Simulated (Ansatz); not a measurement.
This Mg₅CdSe₆ structure is the end of a relaxation. The cell was found from a structure generator's guess, not taken from experiment.

Method: Ansatz 0.2.0, DFT PBE, scalar-relativistic, plane waves, PAW. Cutoff 420 eV, Γ-centred mesh, Gaussian smearing, no spin polarisation.

```
Mg Cd Se
1.0
     3.92367    0.00000    0.00000
    -1.96183    3.39799    0.00000
     0.00000    0.00000   19.23842
Mg Cd Se
5 1 6
Direct
  0.33333 0.66667 0.82932
  0.66667 0.33333 0.66465
  0.00000 0.00000 0.50000
  0.33333 0.66667 0.33535
  0.66667 0.33333 0.17068
  0.00000 0.00000 0.00000
  0.00000 0.00000 0.74691
  0.33333 0.66667 0.58231
  0.66667 0.33333 0.41769
  0.00000 0.00000 0.25309
  0.33333 0.66667 0.08906
  0.66667 0.33333 0.91094
```

The zero of energy is the elements' standard structures at the same level; no fitted shifts are applied.

(1) Find its symmetry and describe it.

(2) What is its formation energy per atom?

(3) Is it a metal?

Results:

(1) P-3m1 (No. 164), with Mg and Cd ordered on rock salt sites. Conventional cell: a = 3.924 Å, c = 19.238 Å. Mg on a site of symmetry 3m has 6 Se at 2.76–2.77 Å; around Mg on a second site of symmetry 3m lie 6 Se at 2.76 Å; Cd has 6 Se at 2.84 Å; Se on its first site is surrounded by 6 Mg at 2.76–2.77 Å; 3 more sites not described.

(2) −1.108 eV/atom.

(3) No, the gap on the 12×12×2 mesh is 1.10 eV.

The last run used a 12×12×2 mesh (in the run's order of axes) for its 12-atom cell and Gaussian smearing of 0.02 eV. Kohn–Sham gaps at this level usually fall short of measured ones. The reference form of Se is held partly by dispersion forces, which this level lacks. A structure relaxed within its symmetry needn't be a true minimum. Another cell of Mg5CdSe6 relaxed alike, in P-4m2, lies 42 meV/atom lower, so this cell isn't the stable form at this level.
